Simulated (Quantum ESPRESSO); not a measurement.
**Kohn-Sham bands of TiAl (P4/mmm)**

```xyz
2
Lattice="2.8108 0.0000 0.0000 0.0000 2.8108 0.0000 0.0000 0.0000 4.0664" Properties=species:S:1:pos:R:3 pbc="T T T"
Ti     1.4054     1.4054     2.0332
Al     0.0000     0.0000     0.0000
```

Cell from Materials Project (mp-1953), symmetrised, no further relaxation. COD (Crystallography Open Database) has an entry of this formula and space group (matched by these alone). Level: PBEsol, no spin polarisation, no spin-orbit coupling; pw.x of Quantum ESPRESSO at 68 Ry with PseudoDojo potentials, 12×12×8 k-points, Wannier90. Density: 14×14×10 mesh, cold smearing 0.01 Ry.

Problem. List the Kohn-Sham levels between −8 and 3.0 eV relative to the Fermi level at the high-symmetry points, as a band run of pw.x on that density gives them (levels within 2 meV counted together).

Solution. 
```csv
point,k (reciprocal lattice),levels (eV)
Γ,0.000 0.000 0.000,"-1.91, -0.84, -0.39, 2.20 (×2)"
X,0.000 0.500 0.000,"-4.56, -4.54, -1.74, -0.26, 1.74, 2.57"
M,0.500 0.500 0.000,"-3.22, -0.44 (×2), -0.43, -0.23 (×2)"
Z,0.000 0.000 0.500,"-7.60, -5.30, -0.68, 0.60, 1.84 (×2)"
R,0.000 0.500 0.500,"-4.93, -2.96, -1.21, -1.13, 1.36, 1.79, 2.34"
A,0.500 0.500 0.500,"-2.56, -2.28 (×2), 1.84, 2.14, 2.70"
```
